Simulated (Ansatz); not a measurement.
ZnAsP2, a known structure type with other elements, at an estimated volume

```
CELL_PARAMETERS angstrom
0.00000 5.51875 0.00000
5.51875 0.00000 0.00000
2.75937 2.75937 -5.43788
ATOMIC_POSITIONS crystal
As 0.50000 0.50000 0.00000
As 0.25000 0.75000 0.50000
Zn 0.00000 0.00000 0.00000
Zn 0.75000 0.25000 0.50000
P 0.37500 0.38900 0.75000
P 0.61100 0.12500 0.25000
P 0.87500 0.86100 0.75000
P 0.13900 0.62500 0.25000
```

Single point in Ansatz 0.2.0 with PBE, no spin polarisation. Cutoff 420 eV, PAW datasets, 5×5×5 Γ-centred k mesh, tetrahedron filling.

Forces: The largest is on P6 (and as large on other atoms): 1.15 eV/Å, components (0.00, 1.15, 0.00). It makes 124° with the line to a nearest neighbour, As1 at 2.33 Å.
Stress: The pressure is 4.4 GPa (compression positive), so with the atoms held at these fractions the cell would first expand; the forces are large, so a full relaxation may end otherwise. The principal stresses 3.6, 3.6, 6.1 GPa differ, so its shape would change too.
Electronic structure: It is a metal, with about 5.8 states/eV a cell as the mean within 0.25 eV of the Fermi level, mostly P p (59 %) and As s (15 %).
Formation energy: 0.12 eV an atom against the elements' usual phases (free molecules for gases, crystals otherwise, with no correction for O₂ or N₂), so at this geometry it isn't bound against them. Relaxing would lower it.
Charges: Bader charges in e: Zn +0.59, As +0.33, P -0.46. In the mean Zn gives up most and P takes most.

Origin: a known structure type with other elements, at an estimated volume, so it need not be a known compound. Caveats: empty levels are not fully converged; many states at the Fermi level without spin polarisation, so a magnetic state may lie lower; forces and stress under tetrahedra may miss the slope of the energy.
